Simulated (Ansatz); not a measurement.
Review of an SCF result for Ni

System: Ni, a measured crystal structure (space group Fm-3m, primitive cell doubled); the cell holds 2 atoms. Source: COD entry 9011603; the sample's temperature and pressure aren't taken into account, and it need not be the stable phase.

Theory: DFT, r2SCAN, PAW, plane waves, scalar-relativistic in Ansatz.

```yaml
crystal:
  lattice:
    - [-1.7495, -3.499, -1.7495]
    - [-1.7495, 0.0, -1.7495]
    - [1.7495, 0.0, -1.7495]
  atoms:
    - { symbol: Ni, position: [0.0, 0.0, 0.0], spin: 2.0 }
    - { symbol: Ni, position: [0.5, 0.0, 0.5], spin: -2.0 }
magnetization:
  spin_polarized: true
hamiltonian:
  xc: r2scan
  pseudopotentials: { kind: paw }
basis:
  ecutwfc: 500
kpoints:
  mp_grid: { grid: [8, 13, 11] }
scf:
  occupations: { method: fermi_dirac, width: 0.05 }
  lower_state_search: "off"
output:
  forces: true
  stress: true
  write_density: true
  write_potential: true
  elf: true
  volumetric_format: npy
```

Command:
```sh
ansatz run input.yaml --threads 2 --pin off --max-ram 5120MiB --backend cpu --events-out ev --progress --plain --runs-dir out
```

Wall time and machine: 60 s on 2 threads of Arm Neoverse V1 (shared host), peak memory 0.58 GiB.

The end of the output:

```
SCF converged after 23 iterations
Magnetization: 0.0000 μB (18.0000 up, 18.0000 down)
Absolute magnetization: 0.5646 μB (∫|ρ↑−ρ↓|, with the PAW one-centre terms)
Spin contamination: 0.2516 ħ² per cell (⟨S²⟩ above its minimum at these occupations)
Per-site moments (μB) at R_I (Å): [(0.2756, 1.0205), (-0.2756, 1.0205)]
Free energy (F): -11690.362149 eV
Harris-Foulkes:  -11690.362149 eV  (|F-HF|=1.08e-9)
Internal energy: -11690.322812 eV  (E = F + TS)
E sigma→0 (E₀):  -11690.342481 eV
Entropy (-TS):   -0.039336 eV (-19.668 meV/atom)
Fermi energy:    18.139271 eV
--- Forces (eV/Å), atoms counted from 1 ---
  atom   1  Ni    -0.00000000     0.00000000     0.00000000
  atom   2  Ni    -0.00000000     0.00000000    -0.00000000
--- Stress (GPa, compression-positive) ---
       -5.789632      -0.000428      -0.479813
       -0.000464      -5.663655      -0.000464
       -0.479813      -0.000428      -5.789632
  P = ⅓ Tr σ = -5.7476 GPa (-57.476 kbar)
```

The mesh has less symmetry than the lattice, which lowers the symmetry of the run.

r2SCAN tends to overstate moments and magnetic energies in itinerant metals.

Site moments are taken inside atomic spheres and don't add up to the total.

Question: Has the SCF ended in the lowest solution? If not, by how much is it too high?

Answer: No. A state 110 meV/atom (0.219 eV per cell) lower exists in this cell: ferromagnetic, site moments Ni1 0.81, Ni2 0.81 μB, total 1.48 μB per cell, no gap on the k-mesh. It was reached from: parallel moments, default search for lower states [Ni1 2.00, Ni2 2.00 μB]; opposed moments +-, default search for lower states [Ni1 2.00, Ni2 -2.00 μB]. The wrong state matters: the pressure is -3.8 GPa there against -5.7 GPa here. This multiple of the primitive cell fits some opposed orders; other multiples fit others. Orders that need a larger cell or non-collinear spins weren't tried.
